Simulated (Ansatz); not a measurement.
# Computed properties of ZrB$_{2}$

```
Zr B
1.0
     3.16500    0.00000    0.00000
    -1.58250    2.74097    0.00000
     0.00000    0.00000    3.52000
Zr B
1 2
Direct
  0.00000 0.00000 0.00000
  0.33333 0.66667 0.50000
  0.66667 0.33333 0.50000
```

Atoms are numbered in the order listed.

The geometry is COD entry 1510856, unchecked; take it as a test cell.

Levels of theory: DFT, LDA, all-electron LAPW, scalar-relativistic (Ansatz 0.2.0); DFT, LDA, PAW with Ansatz's default frozen-core files, scalar-relativistic (Ansatz 0.2.0).

For LAPW: a Γ-centred 12×12×9 k mesh, Fermi–Dirac smearing of 0.05 eV, basis error target 1 meV/atom, no spin polarisation. PAW takes a cutoff of 420 eV at this cell (files made with PBE, cores remade for this functional). The Ansatz runs share mesh, smearing and spin set-up. Values come from LAPW unless marked.

```
Pressure at this cell                                                                                                  : -72.8 kbar
Band gap                                                                                                               : none: bands cross the Fermi level, a metal
Stress xx, yy, zz (compression positive)                                                                               : -7.70, -7.70, -6.42 GPa
Density of states at the Fermi level (0.2 eV bin)                                                                      : 0.15 states/eV per cell
Löwdin charges (with 0.03 e of the cell spilling out of the atomic basis, so their sizes and signs hang on that basis) : Zr1 0.73, B2 -0.35 e
Bader charges (from the PAW run)                                                                                       : Zr1 +1.48, B2 -0.74 e
Volume per atom                                                                                                        : 10.18 Å³
```
